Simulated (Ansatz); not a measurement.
# Density of states of ZnCu

```cif
data_structure
_symmetry_space_group_name_H-M 'P 1'
_symmetry_Int_Tables_number 1
_cell_length_a 2.9450
_cell_length_b 2.9450
_cell_length_c 2.9450
_cell_angle_alpha 90.000
_cell_angle_beta 90.000
_cell_angle_gamma 90.000
_cell_volume 25.54
loop_
_atom_site_label
_atom_site_type_symbol
_atom_site_fract_x
_atom_site_fract_y
_atom_site_fract_z
_atom_site_occupancy
Zn1 Zn 0.50000 0.50000 0.50000 1
Cu1 Cu 0.00000 0.00000 0.00000 1
```

The runs use the primitive cell with vectors (2.945, 0.000, 0.000), (0.000, 2.945, 0.000), (0.000, 0.000, 2.945) Å, to which the k mesh refers.

The cell comes from COD entry 9008814, which wasn't checked; take it as a given geometry.

Theory: DFT, PBEsol, all-electron LAPW, scalar-relativistic in Ansatz 0.2.0.

The runs use a Γ-centred 14×14×14 k mesh, Fermi–Dirac smearing of 0.05 eV, basis error target 0.5 meV/atom, no spin polarisation.

States per eV and cell, averaged over 0.4 eV, from -10.2 to 4.0 eV, with energies (bin centres) from the Fermi level; empty bins are left out. The partial columns, the largest 4 alone, are projections on Löwdin-orthogonalised atomic shells (those that the program's projection atoms carry: the occupied ones and, for some elements, an empty d or f shell; other empty shells have no column), summed over atoms of an element. Weights on diffuse s and p shells depend on that basis and aren't pure angular character.

```json
{"E (eV)": "-10.1", "total": "0.08", "Zn 3d": "0.00", "Cu 3d": "0.00", "Zn 4s": "0.04", "Cu 4s": "0.04"}
{"E (eV)": "-9.7", "total": "0.14", "Zn 3d": "0.00", "Cu 3d": "0.00", "Zn 4s": "0.06", "Cu 4s": "0.07"}
{"E (eV)": "-9.3", "total": "0.19", "Zn 3d": "0.00", "Cu 3d": "0.00", "Zn 4s": "0.09", "Cu 4s": "0.09"}
{"E (eV)": "-8.9", "total": "0.25", "Zn 3d": "0.02", "Cu 3d": "0.00", "Zn 4s": "0.11", "Cu 4s": "0.11"}
{"E (eV)": "-8.5", "total": "0.35", "Zn 3d": "0.06", "Cu 3d": "0.01", "Zn 4s": "0.15", "Cu 4s": "0.14"}
{"E (eV)": "-8.1", "total": "1.10", "Zn 3d": "0.63", "Cu 3d": "0.03", "Zn 4s": "0.22", "Cu 4s": "0.21"}
{"E (eV)": "-7.7", "total": "8.00", "Zn 3d": "7.23", "Cu 3d": "0.23", "Zn 4s": "0.26", "Cu 4s": "0.26"}
{"E (eV)": "-7.3", "total": "12.57", "Zn 3d": "12.12", "Cu 3d": "0.28", "Zn 4s": "0.09", "Cu 4s": "0.04"}
{"E (eV)": "-6.9", "total": "3.78", "Zn 3d": "3.52", "Cu 3d": "0.05", "Zn 4s": "0.11", "Cu 4s": "0.09"}
{"E (eV)": "-6.5", "total": "0.51", "Zn 3d": "0.21", "Cu 3d": "0.04", "Zn 4s": "0.13", "Cu 4s": "0.13"}
{"E (eV)": "-6.1", "total": "0.52", "Zn 3d": "0.13", "Cu 3d": "0.07", "Zn 4s": "0.15", "Cu 4s": "0.15"}
{"E (eV)": "-5.7", "total": "0.53", "Zn 3d": "0.10", "Cu 3d": "0.11", "Zn 4s": "0.17", "Cu 4s": "0.14"}
{"E (eV)": "-5.3", "total": "0.67", "Zn 3d": "0.09", "Cu 3d": "0.21", "Zn 4s": "0.24", "Cu 4s": "0.10"}
{"E (eV)": "-4.9", "total": "1.10", "Zn 3d": "0.13", "Cu 3d": "0.52", "Zn 4s": "0.35", "Cu 4s": "0.07"}
{"E (eV)": "-4.5", "total": "0.81", "Zn 3d": "0.06", "Cu 3d": "0.49", "Zn 4s": "0.13", "Cu 4s": "0.09"}
{"E (eV)": "-4.1", "total": "1.64", "Zn 3d": "0.06", "Cu 3d": "1.25", "Zn 4s": "0.07", "Cu 4s": "0.18"}
{"E (eV)": "-3.7", "total": "4.95", "Zn 3d": "0.17", "Cu 3d": "4.40", "Zn 4s": "0.06", "Cu 4s": "0.18"}
{"E (eV)": "-3.3", "total": "6.10", "Zn 3d": "0.11", "Cu 3d": "5.79", "Zn 4s": "0.04", "Cu 4s": "0.03"}
{"E (eV)": "-2.9", "total": "8.40", "Zn 3d": "0.16", "Cu 3d": "8.01", "Zn 4s": "0.09", "Cu 4s": "0.07"}
{"E (eV)": "-2.5", "total": "1.87", "Zn 3d": "0.03", "Cu 3d": "1.61", "Zn 4s": "0.09", "Cu 4s": "0.06"}
{"E (eV)": "-2.1", "total": "0.51", "Zn 3d": "0.01", "Cu 3d": "0.28", "Zn 4s": "0.07", "Cu 4s": "0.07"}
{"E (eV)": "-1.7", "total": "0.97", "Zn 3d": "0.01", "Cu 3d": "0.48", "Zn 4s": "0.08", "Cu 4s": "0.22"}
{"E (eV)": "-1.3", "total": "0.80", "Zn 3d": "0.01", "Cu 3d": "0.29", "Zn 4s": "0.09", "Cu 4s": "0.18"}
{"E (eV)": "-0.9", "total": "0.68", "Zn 3d": "0.01", "Cu 3d": "0.18", "Zn 4s": "0.10", "Cu 4s": "0.15"}
{"E (eV)": "-0.5", "total": "0.59", "Zn 3d": "0.01", "Cu 3d": "0.12", "Zn 4s": "0.09", "Cu 4s": "0.12"}
{"E (eV)": "-0.1", "total": "0.54", "Zn 3d": "0.01", "Cu 3d": "0.09", "Zn 4s": "0.09", "Cu 4s": "0.10"}
{"E (eV)": "0.3", "total": "0.47", "Zn 3d": "0.01", "Cu 3d": "0.06", "Zn 4s": "0.08", "Cu 4s": "0.08"}
{"E (eV)": "0.7", "total": "0.42", "Zn 3d": "0.00", "Cu 3d": "0.04", "Zn 4s": "0.06", "Cu 4s": "0.07"}
{"E (eV)": "1.1", "total": "0.36", "Zn 3d": "0.00", "Cu 3d": "0.03", "Zn 4s": "0.05", "Cu 4s": "0.05"}
{"E (eV)": "1.5", "total": "0.30", "Zn 3d": "0.00", "Cu 3d": "0.02", "Zn 4s": "0.04", "Cu 4s": "0.04"}
{"E (eV)": "1.9", "total": "0.30", "Zn 3d": "0.00", "Cu 3d": "0.02", "Zn 4s": "0.07", "Cu 4s": "0.04"}
{"E (eV)": "2.3", "total": "0.53", "Zn 3d": "0.01", "Cu 3d": "0.04", "Zn 4s": "0.17", "Cu 4s": "0.11"}
{"E (eV)": "2.7", "total": "0.64", "Zn 3d": "0.01", "Cu 3d": "0.04", "Zn 4s": "0.18", "Cu 4s": "0.17"}
{"E (eV)": "3.1", "total": "0.73", "Zn 3d": "0.01", "Cu 3d": "0.04", "Zn 4s": "0.18", "Cu 4s": "0.17"}
{"E (eV)": "3.5", "total": "0.75", "Zn 3d": "0.01", "Cu 3d": "0.03", "Zn 4s": "0.15", "Cu 4s": "0.14"}
{"E (eV)": "3.9", "total": "0.70", "Zn 3d": "0.00", "Cu 3d": "0.02", "Zn 4s": "0.12", "Cu 4s": "0.12"}
```

(1) Where is the centre of the filled Zn 3d states between -14 eV and the top of the filled states?

Results:

(1) -7.23 eV from the Fermi level.
